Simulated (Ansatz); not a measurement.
**TaO$_{2}$: pressure against volume**

TaO$_{2}$, P4_2/mnm, a = 4.951 Å, c = 2.851 Å. The structure is a Materials Project entry; whether it is the stable form wasn't checked. Ansatz: PBEsol, PAW, 420 eV, Γ-centred 8×8×12 mesh on 6 atoms, Gaussian smearing 0.10 eV; no spin polarisation. Shape and atoms are relaxed at each volume; pressure is positive in compression.

| V (Å³/atom) | P (GPa) |
| --- | --- |
| 10.948 | 19.35 |
| 11.297 | ? |
| 11.646 | -0.01 |
| 11.996 | -7.54 |
| 12.345 | -13.89 |

Task: Take V0 = 11.646 Å³/atom, count pressures from its P0 = -0.01 GPa, fit the third-order Birch–Murnaghan form to the other rows, and predict the missing pressure.

Result: With the Eulerian strain f = ½[(V0/V)^(2/3) − 1] and y = (P − P0)/[3f(1 + 2f)^(5/2)], the form is the line y = B0 + 1.5 B0 (B0′ − 4) f. Rows (f, y): 0.02103, 276.8; -0.00977, 269.9; -0.01906, 267.5. Means f = -0.002600, y = 271.40; Σ(Δf)² = 0.0008807, ΣΔfΔy = 0.2026; the slope is their ratio. y = 272.0 + 230.0 f GPa, so B0 = 272.0 GPa and B0′ = 4 + 2 × (230.0)/(3 × 272.0) = 4.56. At V = 11.297, f = 0.01025, y = 274.36 and P = 8.87 GPa. The run gave 8.88 GPa, so the fit is 0.01 GPa too low, a small miss on the scale of the series.

Spin–orbit coupling is left out, which can shift energies with elements as heavy as these.